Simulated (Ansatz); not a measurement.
# 6 guesses for Ge2P and where they end

These are results of DFT PBE, scalar-relativistic, plane waves, PAW (Ansatz 0.2.0), not measurements. All cells share a 420 eV cutoff and Γ-centred k meshes spaced at most about 0.3 Å⁻¹ (about 0.25 or finer for metals, 2π included). No spin polarisation in the final relaxations.

Each guess was relaxed in cell and atoms at zero pressure, within the symmetry of its start. These are static total energies at zero pressure. Coordination counts P atoms around Ge (those within 1.25 times the shortest such distance or 1.15 times the sum of covalent radii, 1.27 where that leaves under three; the shortest distance is added where it exceeds 1.18 times the sum of covalent radii).

| guess | made from | start group | V start (Å³/atom) | end group | V end (Å³/atom) | coordination at the end | gap on mesh (eV) | E over the lowest end (meV/atom) |
| --- | --- | --- | --- | --- | --- | --- | --- | --- |
| 1 | Ti2Re type | P-3m1 | 20.2 | P6/mmm | 18.0 | Ge 3 from 2.8 Å | 0 | 111 |
| 2 | CuI2 type | P4/mmm | 23.1 | ? | ? | ? | ? | ? |
| 3 | Hf2S type | P6_3/mmc | 17.9 | P6_3/mmc | 19.0 | Ge 3 | 0 | 0 |
| 4 | K2Te type | Fm-3m | 24.7 | Fm-3m (anti-fluorite) | 20.5 | Ge 4 from 2.7 Å | 0 | 228 |
| 5 | TaS2 type | P6_3/mmc | 25.9 | P6_3/mmc | 21.4 | Ge 3 | 0 | 86 |
| 6 | LuSi2 type | P6/mmm | 17.9 | P6/mmm | 17.8 | Ge 6 from 3.1 Å | 0 | 314 |

Guess 2 as it starts:

```cif
data_structure
_symmetry_space_group_name_H-M 'P4/mmm'
_symmetry_Int_Tables_number 123
_cell_length_a 4.2989
_cell_length_b 4.2989
_cell_length_c 3.7565
_cell_angle_alpha 90.000
_cell_angle_beta 90.000
_cell_angle_gamma 90.000
_cell_volume 69.42
loop_
_atom_site_label
_atom_site_type_symbol
_atom_site_symmetry_multiplicity
_atom_site_Wyckoff_symbol
_atom_site_fract_x
_atom_site_fract_y
_atom_site_fract_z
_atom_site_occupancy
Ge1 Ge 2 f 0.00000 0.50000 0.00000 1
P1 P 1 a 0.00000 0.00000 0.00000 1
```

Question: Predict the end of this guess and its energy over the lowest end.

Answer: It ends in space group P4/mmm (No. 123), with a = 5.069 Å, c = 2.554 Å, 21.9 Å³/atom and no gap. It lies 246 meV/atom over the lowest end, above guess 4 and below guess 6. Counting P atoms around Ge, this end has Ge 2 and the lowest (guess 3) has Ge 3. This end holds Ge–Ge chains (shortest 2.55 Å); in the lowest (guess 3) the shortest Ge–Ge distance is 2.86 Å, near bonding range too.

```
Ge P
1.0
     5.06851    0.00000    0.00000
     0.00000    5.06851    0.00000
     0.00000    0.00000    2.55371
Ge P
2 1
Direct
  0.00000 0.50000 0.00000
  0.50000 0.00000 0.00000
  0.00000 0.00000 0.00000
```

The zero of energy is the elements' standard structures at the same level; no fitted shifts are applied. The references include black phosphorus.

Question: Is the lowest end bound against the elements?

Answer: No: its formation energy is +0.20 eV/atom. It can't be a ground state, since the elements alone are lower.

In P6/mmm at 18.0 Å³/atom, Fm-3m, P4/mmm, P6/mmm at 17.8 Å³/atom an odd number of electrons in the primitive cell allows no gap without spin; a larger cell or a magnetic state could open one. A magnetic state wasn't ruled out in cells without spin, among them P6/mmm at 18.0 Å³/atom, Fm-3m, P4/mmm, P6/mmm at 17.8 Å³/atom. The reference form of P is held partly by dispersion forces, which this level lacks. Cells relaxed within their symmetry can be saddle points. A lower structure may well exist outside this small set. Some structure types and database cells were kept out of the candidates from the start, so a known form may be missing.
